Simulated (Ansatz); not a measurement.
The end of the path is a generated cell of LaHO2: the first start was made by placing the elements on the sites of a structure type, and the end was not matched to a known phase here, so it may be hypothetical.

A geometry of LaHO$_{2}$ away from equilibrium: step 5 of the relaxation of a generated cell, LaHO2 placed in the AFLOW prototype AB2C_oC16_63_c_2c_c (as in SrCuO2). Method: r2SCAN (plane waves to 500 eV, PAW, scalar-relativistic; Ansatz, a first-principles code). Γ-centred k-mesh 7×7×6 on the run's cell (coarser than for final values), Fermi–Dirac smearing 0.05 eV. The plane waves were selected for a different cell earlier on the path.

```xyz
8
Lattice="1.7673 -7.3776 0.0000 1.7673 7.3776 0.0000 0.0000 0.0000 3.5788" Properties=species:S:1:pos:R:3 pbc="T T T"
H      1.7673    -6.9942     2.6841
H      1.7673     6.9942     0.8947
O      1.7673     6.7624     2.6841
O      1.7673    -6.7624     0.8947
O      1.7673    -4.6090     2.6841
O      1.7673     4.6090     0.8947
La     1.7673    -2.1716     2.6841
La     1.7673     2.1716     0.8947
```

### Question
What forces act on the atoms (eV/Å)?

### Answer
```
atom    Fx     Fy    Fz
----  ----  -----  ----
H1    0.00  -1.87  0.00
H2    0.00   1.87  0.00
O3    0.00  -1.51  0.00
O4    0.00   1.51  0.00
O5    0.00   0.24  0.00
O6    0.00  -0.24  0.00
La7   0.00  -0.87  0.00
La8   0.00   0.87  0.00
```

The path ends in Cmcm (No. 63). No spin polarisation in the result. No dispersion correction is included, so spacings between layers, chains or molecules are soft and tend to come out too large.

The run could not lose the symmetry of its start, so the end can be a saddle point.
